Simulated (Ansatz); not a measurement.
Data sheet: W2N (DFT)

W₂N:
Space group P4/mmm (No. 123); a = b = 2.958 Å, c = 4.151 Å, α = β = γ = 90.00°

```tsv
atom	site	symmetry	x	y	z
W	1a	4/mmm	0.0000	0.0000	0.0000
W	1d	4/mmm	0.5000	0.5000	0.5000
N	1c	4/mmm	0.5000	0.5000	0.0000
```

Space group P4/mmm (No. 123); conventional cell a = b = 2.9576 Å, c = 4.1506 Å, α = β = γ = 90.00°.

Method: DFT-PBEsol in the program Ansatz with PAW potentials. The cell and atoms are relaxed at this level. Other levels are named where they apply.

**Cell and energy**

| Property | Result |
|---|---|
| Volume per atom | 12.10 Å³ |
| Density | 17.46 g/cm³ |
| Formation energy from the elements (no fitted shifts) | -0.14 eV/atom |

**Electronic structure**

| Item | Value |
|---|---|
| Electronic character | metallic (no gap) |
| Density of states at the Fermi level | 0.52 states/eV per atom (mean over ±0.08 eV) |
| Gap with spin–orbit coupling | none (metallic) |

**Mechanics**

| Quantity | Result |
|---|---|
| Bulk modulus (Birch–Murnaghan fit) | 367 GPa |
| Pressure derivative B′ | 4.4 |

**Phonons**

| Item | Result |
|---|---|
| Highest zone-centre frequency | 575 cm⁻¹ |
| Zone-centre stability | no imaginary mode at Γ |

A made-up cell: these elements were put on the sites of a structure type; neither database checked (COD, Materials Project) lists it. Its standing as an ambient phase is unchecked. The cell was relaxed with PBEsol under the symmetry of its start. The run is not spin-polarised. With an odd number of electrons in the cell and no spin polarisation, the count alone makes it a metal. As this level gives no gap, phonon frequencies hold no LO–TO term and depend on the k-mesh and smearing (Fermi–Dirac, 0.1 eV here). The references are the lowest solids computed at this level, not always the standard phases (solids in place of the gases). Scalar-relativistic: spin–orbit coupling is off unless named, which matters more the heavier the elements.

Potentials: the earlier of the program's two PAW sets. The files were generated under PBE; for other functionals the program regenerates the frozen cores, and for LDA and PBEsol the local potential too.
